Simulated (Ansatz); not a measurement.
**LuMgCrS4, one structure, two calculations**

Cell: a Materials Project structure (computed, not necessarily an observed phase), taken as it stands.

```xyz
14
Lattice="6.4667 -3.7882 0.0000 6.4667 3.7882 0.0000 -4.2580 0.0000 6.0912" Properties=species:S:1:pos:R:3 pbc="T T T"
Mg    4.3227    0.0000    0.7601
Mg    4.3526    0.0000    5.3310
Lu    1.1043    1.8941    3.0456
Lu    1.1043   -1.8941    3.0456
Cr    0.0000    0.0000    0.0000
Cr   -2.1290    0.0000    3.0456
S     5.3827    2.1446    1.5182
S     8.7903    0.0000    1.6632
S     6.6884    0.0000    4.6600
S     3.2927    2.1446    4.5730
S     1.9870    0.0000    1.4312
S     5.3827   -2.1446    1.5182
S     3.2927   -2.1446    4.5730
S    -0.1149    0.0000    4.4280
```

Atoms are numbered from 1 in the order listed; like atoms form one site, named after its first atom.

First run. The numbers come from a DFT calculation in Ansatz (PBE, plane waves and PAW, scalar-relativistic, collinear spin, 420 eV cutoff, Γ-centred 5×5×5 k-points, Fermi–Dirac smearing 0.02 eV). Start moments as typed (μB): 3 on each Cr, none on the rest.

```tsv
site	atom	V_zz (10²¹ V/m²)	η	m (μB)
Mg	1	0.24	0.65	0.01
Lu	3	7.90	0.39	0.01
Cr5	5	-1.50	0.38	2.72
Cr6	6	-1.39	0.38	2.71
S7	7	-6.92	0.01	-0.04
S8	8	6.24	0.43	-0.01
```

Second run. The same atoms and settings, except that the functional is r2SCAN and the cutoff is 500 eV.

Task: What does the second run give?

Result: 

```csv
site,atom,V_zz,η,change of V_zz,m (μB)
Mg,1,0.22,0.59,-0.02,0.00
Lu,3,7.99,0.41,+0.09,0.01
Cr5,5,-1.42,0.39,+0.08,2.81
Cr6,6,-1.31,0.38,+0.08,2.80
S7,7,-6.62,0.03,+0.30,-0.05
S8,8,6.01,0.39,-0.23,-0.01
```

The largest change of V_zz is on S7, from -6.92 to -6.62. In per cent, |V_zz| changes by +1 on Lu, -6 on Cr, -4 on S (all sites that start above 0.5). The absolute magnetisation of the cell goes from 6.9 to 7.1 μB.

The program didn't check the stability of this electronic state in full, so a lower one may lie near. Without spin–orbit coupling the gradients at and beside Lu can be off by some per cent, at some sites by more. All moments are parallel here, as the start or the cell imposes; many such compounds order antiparallel, where fields and spin densities carried over to other atoms largely cancel. The magnetic order is the one that the run reached from its start moments, not necessarily the measured one.
For the first run: With a gap of 0.8 eV on this mesh, small gradients can still move by 0.1 × 10²¹ V/m² or more as the k-mesh gets denser.
